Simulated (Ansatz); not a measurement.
Sb (A7 type, space group R-3m)

```xyz
2
Lattice="2.1643 1.2496 3.7832 -2.1643 1.2496 3.7832 0.0000 -2.4991 3.7832" Properties=species:S:1:pos:R:3 pbc="T T T"
Sb     0.0000     0.0000     2.6470
Sb     0.0000     0.0000     8.7027
```

The volume is varied about the relaxed value V₀ at fixed cell shape. The atoms relax within the cell's symmetry.

Method: r2SCAN+rVV10 (plane waves to 500 eV, PAW, scalar-relativistic; Ansatz, a quantum-chemistry and plane-wave program). k mesh 13×13×13 (Γ-centred), Fermi-Dirac smearing 0.05 eV. E stands for the smeared free energy. Stress and pressure are positive under compression. With the shape held, the modulus is that of even scaling; a crystal free to change shape is softer. Sb was relaxed with its symmetry unable to fall. Spin-orbit coupling is left out, though Sb is heavy. The PAW data are Ansatz's earlier set. ΔE is measured from the relaxed starting cell. The last digit holds for this mesh only.

```csv
V (Å³/atom),ΔE (meV/atom)
28.852,withheld
29.313,9.1
29.773,3.9
30.234,1.0
30.694,0.0
31.154,0.9
31.615,3.6
32.075,7.8
32.536,13.5
```

Task: Fit a third-order Birch-Murnaghan form (E₀, V₀, B₀, B₀′ free) to the given rows and predict ΔE at V = 28.852.

Result: Least squares on the 8 given rows: ΔE = E₀ + (9V₀B₀/16)·y²·[2 + (B₀′ − 4)y], y = (V₀/V)^(2/3) − 1, with V₀ = 30.691 Å³/atom, B₀ = 43.30 GPa (160.2 GPa = 1 eV/Å³; the term in eV is multiplied by 1000), B₀′ = 4.42, E₀ = 0.01 meV/atom; root-mean-square residual 0.02 meV/atom. At 28.852 the fit gives 16.7 meV/atom; the calculation gives 16.5 meV/atom, so the extrapolation is off by 0.2 (+1.2 %). For the pressure the fit gives 3.1 GPa against the computed 3.0 GPa.

(Under strain, the slope of the energy per volume gives the stress and its curvature an elastic modulus.)
